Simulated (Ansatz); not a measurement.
## NbRu: from a starting cell to a relaxed one

The start is a relaxed NbRu cell, doubled along one cell vector, shaken by Gaussian noise of σ = 0.08 Å a coordinate. A full variable-cell relaxation at zero pressure is run with PBEsol (plane waves to 420 eV, PAW, scalar-relativistic; Ansatz, a quantum-chemistry and plane-wave program). The first steps use a coarse 4×11×5 k-mesh.

Starting cell:
```yaml
crystal:
  lattice:
    - [9.11443, 0.00000, 0.00000]
    - [0.00000, 3.03610, 0.00000]
    - [-1.54016, 0.00000, 6.70517]
  atoms:
    - { symbol: Nb, position: [0.32960, 0.98410, 0.32724] }
    - { symbol: Nb, position: [0.84607, 0.97949, 0.32404] }
    - { symbol: Nb, position: [0.13949, 0.00216, 0.68348] }
    - { symbol: Nb, position: [0.66357, 0.97197, 0.67832] }
    - { symbol: Nb, position: [0.00937, 0.96317, 0.99471] }
    - { symbol: Nb, position: [0.49534, 0.06331, 0.00663] }
    - { symbol: Ru, position: [0.25625, 0.47015, 0.98399] }
    - { symbol: Ru, position: [0.73510, 0.50123, 0.99798] }
    - { symbol: Ru, position: [0.10730, 0.49964, 0.36876] }
    - { symbol: Ru, position: [0.60781, 0.48705, 0.34850] }
    - { symbol: Ru, position: [0.41498, 0.53418, 0.65713] }
    - { symbol: Ru, position: [0.89973, 0.54403, 0.65551] }
```

Task: How does the volume change?

Result: +0.3 %, from 15.46 to 15.52 Å³/atom.

Task: How do the shortest distances between atoms change?

Result: The closest pairs of elements (up to four, under 3.6 Å), start → end: Nb–Ru 2.48 → 2.57 Å; Nb–Nb 2.67 → 2.66 Å; Ru–Ru 2.90 → 2.89 Å.

Task: What band gap does the relaxed structure have at this level?

Result: Zero (metallic).

Task: Give the final cell and atomic positions.

Result: 
Space group P2/m (No. 10); a = 6.951 Å, b = 3.052 Å, c = 8.999 Å, α = γ = 90.00°, β = 102.76°

| atom | site | symmetry | x | y | z |
|---|---|---|---|---|---|
| Nb | 2m | m | 0.3556 | 0.0000 | 0.3320 |
| Nb | 2m | m | 0.7098 | 0.0000 | 0.1499 |
| Nb | 1a | 2/m | 0.0000 | 0.0000 | 0.0000 |
| Nb | 1c | 2/m | 0.0000 | 0.0000 | 0.5000 |
| Ru | 2n | m | 0.0371 | 0.5000 | 0.2737 |
| Ru | 2n | m | 0.3700 | 0.5000 | 0.1053 |
| Ru | 2n | m | 0.3235 | 0.5000 | 0.5842 |

Final values are on a 7×15×6 k-mesh of the relaxed cell. No spin polarisation in the result.

The relaxed structure here is a generated cell of NbRu: the first start was made by placing the elements on the sites of a structure type, and the end was not matched to a known phase here, so it may be hypothetical.
